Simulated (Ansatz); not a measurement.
TlBiTe$_{2}$:
```xyz
4
Lattice="2.2501 1.2991 7.6955 -2.2501 1.2991 7.6955 0.0000 -2.5982 7.6955" Properties=species:S:1:pos:R:3 pbc="T T T"
Tl     0.0000     0.0000    11.5432
Bi     0.0000     0.0000     0.0000
Te     0.0000     0.0000    17.1534
Te     0.0000     0.0000     5.9331
```

Relaxed with PBEsol. Special points in fractions of this cell's reciprocal vectors: Γ (0.000, 0.000, 0.000); T (0.500, 0.500, 0.500); H2 (0.814, 0.186, 0.500); H0 (0.500, -0.186, 0.186); L (0.500, 0.000, 0.000); S0 (0.343, -0.343, 0.000); S2 (0.657, 0.000, 0.343); F (0.500, 0.000, 0.500).

List the band energies nearest the valence-band maximum at these points for PBEsol in the plane-wave PAW code Ansatz.

In eV from the valence-band maximum; about four levels below and three above (degenerate sets whole), none deeper than 8.9 eV; points with the same levels are listed once.

| k | below | above |
|---|---|---|
| Γ | -1.86 -1.12 -1.12 -0.04 | 0.18 0.93 0.93 |
| T | -1.50 -1.25 -1.25 -0.67 | 1.31 1.32 1.32 |
| H2 | -3.33 -2.28 -1.45 -1.41 | 1.87 1.97 3.09 |
| L | -2.90 -2.29 -2.16 -1.78 | 2.37 2.54 3.28 |
| S0 | -3.52 -2.19 -1.84 -0.76 | 1.11 2.67 2.71 |
| F | -3.31 -1.22 -1.15 -0.31 | 0.42 0.88 1.21 |

Space group R-3m. The first step of the workflow began from a Materials Project structure, measured or hypothetical; the Crystallography Open Database files this formula in space group No. 166, but the cells were not matched. Whether it is the stable phase at ambient conditions was not checked. The cell was relaxed with PBEsol under the symmetry of its start; its stability against distortions is not shown here. Spin–orbit coupling is left out wherever it is not named.

Potentials: the later of the program's two PAW sets.
